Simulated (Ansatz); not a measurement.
# Si$_{2}$Mo: do energies and stresses tell the same story?

Theory: DFT PBEsol, scalar-relativistic, plane waves, PAW in Ansatz.

Settings: cutoff 420 eV, Γ-centred mesh 12×12×6 on the computed 9-atom cell, Gaussian smearing of 0.10 eV; no spin polarisation.

Relaxed cell: P6_222, a = 4.574 Å, b = 4.574 Å, c = 6.567 Å, α = 90.00°, β = 90.00°, γ = 120.00°, 9 atoms in the primitive cell. This form isn't the usual stable structure of the compound.

Energies at zero smearing and pressures from the stress tensor, at volumes with shape and atoms relaxed:
```csv
V (Å³/atom),E − E(first) (meV/atom),P (GPa)
11.635,0.00,37.35
12.032,-77.56,25.63
12.429,-128.34,15.67
12.825,-156.36,7.20
13.222,-165.02,-0.01
13.619,-157.23,-6.13
14.015,-135.48,-11.31
14.544,-88.40,-17.01
```

Task: Check P = −dE/dV between neighbouring volumes, and get the bulk modulus from the pressures alone.

Result: With 1 eV/Å³ = 160.2 GPa:
| middle V (Å³/atom) | −ΔE/ΔV (GPa) | mean P (GPa) |
| --- | --- | --- |
| 11.834 | 31.326 | 31.488 |
| 12.230 | 20.512 | 20.650 |
| 12.627 | 11.317 | 11.435 |
| 13.024 | 3.498 | 3.597 |
| 13.420 | -3.147 | -3.065 |
| 13.817 | -8.786 | -8.719 |
| 14.280 | -14.260 | -14.159 |

The two differ by 0.16 GPa at most. The mean of two end pressures misses the average over a step by about ΔV² P″/12, up to 0.16 GPa here; with that taken off 0.01 GPa remains. Around V = 13.222 Å³/atom, the two neighbours give B = −V ΔP/ΔV = 13.222 × 13.32 / 0.793 = 222.1 GPa, against B0 = 220.5 GPa from the Birch–Murnaghan fit of the energies.